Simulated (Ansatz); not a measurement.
InSb:
```cif
data_In3Sb3
_chemical_formula_sum 'In3 Sb3'
_space_group_name_H-M_alt 'P 1'
_space_group_IT_number 1
_cell_length_a 4.58746
_cell_length_b 4.58746
_cell_length_c 10.03270
_cell_angle_alpha 90.000
_cell_angle_beta 90.000
_cell_angle_gamma 120.000
loop_
_space_group_symop_operation_xyz
  'x, y, z'
loop_
_atom_site_label
_atom_site_type_symbol
_atom_site_fract_x
_atom_site_fract_y
_atom_site_fract_z
_atom_site_occupancy
In1 In 0.00000 0.44526 0.66667 1
In2 In 0.55474 0.55474 0.00000 1
In3 In 0.44526 0.00000 0.33333 1
Sb1 Sb 0.00000 0.46415 0.16667 1
Sb2 Sb 0.53585 0.53585 0.50000 1
Sb3 Sb 0.46415 0.00000 0.83333 1
```

Relaxed with PBEsol in the plane-wave PAW code Ansatz. Indices refer to the conventional cell of P3_121, a = b = 4.587 Å, c = 10.033 Å, α = β = 90.00°, γ = 120.00°.

Problem. Simulate the powder diffraction pattern (Ag Kα, λ = 0.560885 Å; lines above 1 %) up to 2θ = 30°.

Solution. Simulated powder pattern, Ag Kα, λ = 0.560885 Å (kinematic, ideal powder, no thermal factors, no anomalous dispersion; the 30 strongest lines at most, above 1 %, up to 2θ = 30°):

```csv
2θ (°),d (Å),I/Imax (%),hkl
8.10,3.973,19,(1 0 -1 0)
10.33,3.114,100,(0 1 -1 2)+(1 0 -1 2)
14.05,2.294,13,(1 1 -2 0)
15.20,2.121,37,(1 0 -1 4)+(0 1 -1 4)
15.45,2.086,28,(1 1 -2 2)
16.23,1.986,27,(2 0 -2 0)
17.47,1.847,5.4,(2 0 -2 2)+(0 2 -2 2)
19.07,1.693,16,(1 1 -2 4)
19.31,1.672,6.9,(0006)
20.75,1.557,3.2,(0 2 -2 4)+(2 0 -2 4)
20.97,1.541,3.0,(1 0 -1 6)+(0 1 -1 6)
21.53,1.502,5.2,(2 1 -3 0)
22.48,1.439,21,(2 1 -3 2)+(1 2 -3 2)
23.96,1.351,5.6,(1 1 -2 6)
25.14,1.288,15,(1 2 -3 4)+(2 1 -3 4)
25.30,1.280,8.7,(0 3 -3 2)+(3 0 -3 2)
25.33,1.279,14,(2 0 -2 6)+(0 2 -2 6)
27.12,1.196,6.5,(0 1 -1 8)+(1 0 -1 8)
27.71,1.171,6.4,(3 0 -3 4)+(0 3 -3 4)
28.31,1.147,3.0,(2 2 -4 0)
29.05,1.118,2.7,(2 2 -4 2)
29.08,1.117,4.0,(2 1 -3 6)+(1 2 -3 6)
29.49,1.102,6.0,(3 1 -4 0)
29.53,1.100,3.9,(1 1 -2 8)
```

The start of the workflow was typed in or built on a structure type; neither database checked (COD, Materials Project) lists it. It is not the phase usual at ambient conditions (space group No. 216). The PBEsol relaxation kept the symmetry of its start; whether a distortion lowers the energy is not shown. Scalar-relativistic: spin–orbit coupling is off unless named, which matters more the heavier the elements.

Potentials: the earlier of the program's two PAW sets. The files were generated under PBE; for other functionals the program regenerates the frozen cores, and for LDA and PBEsol the local potential too.
